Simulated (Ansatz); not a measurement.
Values for one crystal, relaxed and computed with the program Ansatz at the LDA level (PAW); other levels are named.

```yaml
volume_per_atom: 26.17 Å³
electronic_character: metallic (no gap)
Pressure derivative B′: 4.8
Young's modulus: 62.0 GPa
debye_temperature_from_the_elastic_constants: 198 K
Elastic constants (relaxed ions, GPa): C11 = 83.4, C12 = 60.3, C13 = 33.7, C33 = 115, C44 = 24.7, C66 = 25.2
Density of states at the Fermi level: 0.46 states/eV per atom (mean over ±0.08 eV)
```

Q: Which of these materials gives this?
A. Ir, fcc (Cu type)
B. Sn, β-Sn type
C. Au, fcc (Cu type)
D. Bi, A7 (α-As type)

A: B, Sn, β-Sn type

Space group I4_1/amd (β-Sn type). The LDA relaxation kept the symmetry of its start. As this level gives no gap, shear constants depend on the k-mesh and smearing (Fermi–Dirac, 0.1 eV here). On the denser mesh and wider smearing of the elastic run this cell carries a stress of 0.5 GPa. Scalar-relativistic: spin–orbit coupling is off unless named, which matters more the heavier the elements.

Potentials: the earlier of the program's two PAW sets. The files were generated under PBE; for other functionals the program regenerates the frozen cores, and for LDA and PBEsol the local potential too.
